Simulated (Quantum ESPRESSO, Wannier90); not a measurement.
**Ba(GaH)2 (P-3m1), plane waves to Wannier functions**

Materials Project entry mp-1206799; symmetrised, unrelaxed at this level. COD (Crystallography Open Database) has an entry of this formula and space group (matched by these alone). Level: LDA, no spin polarisation, no spin-orbit coupling; pw.x of Quantum ESPRESSO at 64 Ry with PseudoDojo potentials, 6×6×6 k-points, Wannier90. Density: 12×12×6 mesh, cold smearing 0.01 Ry. Spin-orbit coupling is left out although heavy elements are present.

On the energy scale of pw.x, whose zero is arbitrary, the Fermi level lies at 8.69 eV.

Input w.win:

```
num_bands = 1
num_wann = 1
exclude_bands = 2-40
num_iter = 1000
conv_tol = 1.0e-6
conv_window = 4
write_hr = true
write_u_matrices = true
auto_projections = true
begin unit_cell_cart
ang
    4.5261902068    0.0000000000    0.0000000000
   -2.2630951034    3.9197957015    0.0000000000
    0.0000000000    0.0000000000    4.9803300000
end unit_cell_cart
begin atoms_frac
Ba   0.0000000000  0.0000000000  0.0000000000
Ga   0.3333333333 -0.3333333333  0.4688300000
Ga  -0.3333333333  0.3333333333 -0.4688300000
H    0.3333333333 -0.3333333333  0.1329100000
H   -0.3333333333  0.3333333333 -0.1329100000
end atoms_frac
mp_grid = 6 6 6
begin kpoints
0.0000000000 0.0000000000 0.0000000000
0.0000000000 0.0000000000 0.1666666667
0.0000000000 0.0000000000 0.3333333333
... (213 more lines: the 6x6x6 mesh through Gamma)
end kpoints
```

Input of pw2wannier90.x that gives the overlap and projection files (equivalent; here they were cut from one run over all bands):

```
&inputpp
  outdir = './out'
  prefix = 'pwscf'
  seedname = 'w'
  write_amn = .true.
  write_mmn = .true.
  atom_proj = .true.
  atom_proj_exclude = 2 3 4 5 6 7 8 9 10 11 12 13 14 15 16 17 18 19 20 21 22 23 24 25
/
```

Output w.wout (banner and timings cut):

```
                                    ------
                                    SYSTEM
                                    ------

                              Lattice Vectors (Ang)
                    a_1     4.526190   0.000000   0.000000
                    a_2    -2.263095   3.919796   0.000000
                    a_3     0.000000   0.000000   4.980330

                   Unit Cell Volume:      88.35972  (Ang^3)

                        Reciprocal-Space Vectors (Ang^-1)
                    b_1     1.388184   0.801468  -0.000000
                    b_2     0.000000   1.602937   0.000000
                    b_3     0.000000  -0.000000   1.261600

 *----------------------------------------------------------------------------*
 |   Site       Fractional Coordinate          Cartesian Coordinate (Ang)     |
 +----------------------------------------------------------------------------+
 | ba   1   0.00000   0.00000   0.00000   |    0.00000   0.00000   0.00000    |
 | ga   1   0.33333  -0.33333   0.46883   |    2.26310  -1.30660   2.33493    |
 | ga   2  -0.33333   0.33333  -0.46883   |   -2.26310   1.30660  -2.33493    |
 | h    1   0.33333  -0.33333   0.13291   |    2.26310  -1.30660   0.66194    |
 | h    2  -0.33333   0.33333  -0.13291   |   -2.26310   1.30660  -0.66194    |
 *----------------------------------------------------------------------------*
                                ------------
                                K-POINT GRID
                                ------------

             Grid size =  6 x  6 x  6      Total points =  216

 *---------------------------------- MAIN ------------------------------------*
 |  Number of Wannier Functions               :                 1             |
 |  Number of Objective Wannier Functions     :                 1             |
 |  Number of input Bloch states              :                 1             |
 |  Output verbosity (1=low, 5=high)          :                 1             |
 |  Timing Level (1=low, 5=high)              :                 1             |
 |  Optimisation (0=memory, 3=speed)          :                 3             |
 |  Length Unit                               :               Ang             |
 |  Post-processing setup (write *.nnkp)      :                 F             |
 |  Using Gamma-only branch of algorithms     :                 F             |
 *----------------------------------------------------------------------------*
 *------------------------------- WANNIERISE ---------------------------------*
 |  Total number of iterations                :              1000             |
 |  Number of CG steps before reset           :                 5             |
 |  Trial step length for line search         :             2.000             |
 |  Convergence tolerence                     :         0.100E-05             |
 |  Convergence window                        :                 4             |
 |  Iterations between writing output         :                 1             |
 |  Iterations between backing up to disk     :               100             |
 |  Write r^2_nm to file                      :                 F             |
 |  Write xyz WF centres to file              :                 F             |
 |  Write on-site energies <0n|H|0n> to file  :                 F             |
 |  Use guiding centre to control phases      :                 F             |
 |  Use phases for initial projections        :                 F             |
 *----------------------------------------------------------------------------*
 *-------------------------------- PLOTTING ----------------------------------*
 |  Plotting Hamiltonian in WF basis          :                 T             |
 *----------------------------------------------------------------------------*

 *---------------------------------- K-MESH ----------------------------------*
 +----------------------------------------------------------------------------+
 |                    Distance to Nearest-Neighbour Shells                    |
 |                    ------------------------------------                    |
 |          Shell             Distance (Ang^-1)          Multiplicity         |
 |          -----             -----------------          ------------         |
 |             1                   0.210267                      2            |
 |             2                   0.267156                      6            |
 |             3                   0.339977                     12            |
 |             4                   0.420533                      2            |
 |             5                   0.462728                      6            |
 |             6                   0.498218                     12            |
 |             7                   0.508261                     12            |
 |             8                   0.534312                      6            |
       ... (lines left out)
 +----------------------------------------------------------------------------+
 | The b-vectors are chosen automatically                                     |
 | The following shells are used:                       1,  2                 |
 +----------------------------------------------------------------------------+
 |                        Shell   # Nearest-Neighbours                        |
 |                        -----   --------------------                        |
 |                          1               2                                 |
 |                          2               6                                 |
 +----------------------------------------------------------------------------+
 | Completeness relation is fully satisfied [Eq. (B1), PRB 56, 12847 (1997)]  |
 +----------------------------------------------------------------------------+
 |                  b_k Vectors (Ang^-1) and Weights (Ang^2)                  |
 |                  ----------------------------------------                  |
 |            No.         b_k(x)      b_k(y)      b_k(z)        w_b           |
 |            ---        --------------------------------     --------        |
 |             1         0.000000    0.000000    0.210267    11.309125        |
 |             2         0.000000    0.000000   -0.210267    11.309125        |
 |             3         0.000000    0.267156    0.000000     4.670339        |
 |             4         0.231364    0.133578    0.000000     4.670339        |
 |             5         0.000000   -0.267156    0.000000     4.670339        |
 |             6         0.231364   -0.133578    0.000000     4.670339        |
 |             7        -0.231364   -0.133578    0.000000     4.670339        |
 |             8        -0.231364    0.133578    0.000000     4.670339        |
 +----------------------------------------------------------------------------+
 |                           b_k Directions (Ang^-1)                          |
 |                           -----------------------                          |
 |            No.           x           y           z                         |
 |            ---        --------------------------------                     |
 |             1         0.000000    0.000000    0.210267                     |
 |             2         0.000000    0.267156    0.000000                     |
 |             3         0.231364    0.133578    0.000000                     |
 |             4         0.231364   -0.133578    0.000000                     |
 +----------------------------------------------------------------------------+

 Starting a new Wannier90 calculation ...

 Reading overlaps from w.mmn

 Reading projections from w.amn

 *------------------------------- WANNIERISE ---------------------------------*
 +--------------------------------------------------------------------+<-- CONV
 | Iter  Delta Spread     RMS Gradient      Spread (Ang^2)            |<-- CONV
 +--------------------------------------------------------------------+<-- CONV

 ------------------------------------------------------------------------------
 Initial State
  WF centre and spread    1  (  0.000000,  0.000000, -0.000000 )     0.85490261
  Sum of centres and spreads (  0.000000,  0.000000, -0.000000 )     0.85490261

      0     0.855E+00     0.0000000000        0.8549026066  <-- CONV
        O_D=      0.0000000 O_OD=      0.0000000 O_TOT=      0.8549026 <-- SPRD
 ------------------------------------------------------------------------------
      1     0.000E+00     0.0000000000        0.8549026066  <-- CONV
        O_D=      0.0000000 O_OD=      0.0000000 O_TOT=      0.8549026 <-- SPRD
      2     0.000E+00     0.0000000000        0.8549026066  <-- CONV
        O_D=      0.0000000 O_OD=      0.0000000 O_TOT=      0.8549026 <-- SPRD
      3     0.000E+00     0.0000000000        0.8549026066  <-- CONV
        O_D=      0.0000000 O_OD=      0.0000000 O_TOT=      0.8549026 <-- SPRD
      4     0.000E+00     0.0000000000        0.8549026066  <-- CONV
        O_D=      0.0000000 O_OD=      0.0000000 O_TOT=      0.8549026 <-- SPRD
             <<<     Delta < 1.000E-06  over  4 iterations     >>>
             <<< Wannierisation convergence criteria satisfied >>>
 Final State
  WF centre and spread    1  (  0.000000,  0.000000, -0.000000 )     0.85490261
  Sum of centres and spreads (  0.000000,  0.000000, -0.000000 )     0.85490261

         Spreads (Ang^2)       Omega I      =     0.854902607
        ================       Omega D      =     0.000000000
                               Omega OD     =     0.000000000
    Final Spread (Ang^2)       Omega Total  =     0.854902607
```
